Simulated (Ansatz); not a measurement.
# Computed properties of ZrB2

ZrB₂:
```
CELL_PARAMETERS angstrom
      3.08109     0.00000     0.00000
     -1.54055     2.66831     0.00000
      0.00000     0.00000     8.53853
ATOMIC_POSITIONS crystal
  Zr 0.66667 0.33333 0.75000
  Zr 0.33333 0.66667 0.25000
  B  0.66667 0.33333 0.47308
  B  0.33333 0.66667 0.52692
  B  0.33333 0.66667 0.97308
  B  0.66667 0.33333 0.02692
```

Space group P6_3/mmc (No. 194); conventional cell a = b = 3.081 Å, c = 8.539 Å, α = β = 90.00°, γ = 120.00°.

Method: plane-wave PAW r²SCAN (Ansatz code). Structure relaxed to zero pressure with the same functional. Other levels are named where they apply.

Cell and energy:

```yaml
volume_per_atom: 11.70 Å³
density: 5.34 g/cm³
Formation energy from the elements (no fitted shifts): -0.16 eV/atom
```

Electronic structure:

```yaml
electronic_character: metallic (no gap)
Density of states at the Fermi level: 0.49 states/eV per atom (mean over ±0.08 eV)
Gap with spin–orbit coupling: none (metallic)
```

Mechanics:

```yaml
Bulk modulus (Birch–Murnaghan fit): 1700 kbar
Pressure derivative B′: 3.7
Elastic constants (relaxed ions, GPa): C11 = 218, C12 = 186, C13 = 71.7, C33 = 467, C44 = 69.3
mechanical_stability: stable (all eigenvalues of C positive)
hill_bulk_and_shear_moduli: 172 and 50.6 GPa
Young's modulus: 138 GPa
Poisson's ratio: 0.37
debye_temperature_from_the_elastic_constants: 455 K
```

Charges:

```yaml
bader_charges: Zr +1.31, B -0.65 e
```

The start of the workflow was typed in or built on a structure type; neither database checked (COD, Materials Project) lists it. It is not the phase usual at ambient conditions (space group No. 191). Symmetry was held in the r²SCAN relaxation; whether a distortion lowers the energy is not shown. The run is not spin-polarised. As this level gives no gap, shear constants depend on the k-mesh and smearing (Fermi–Dirac, 0.1 eV here). The references are the lowest solids computed at this level, not always the standard phases. Scalar-relativistic: spin–orbit coupling is off unless named, which matters more the heavier the elements.

Potentials: the earlier of the program's two PAW sets.
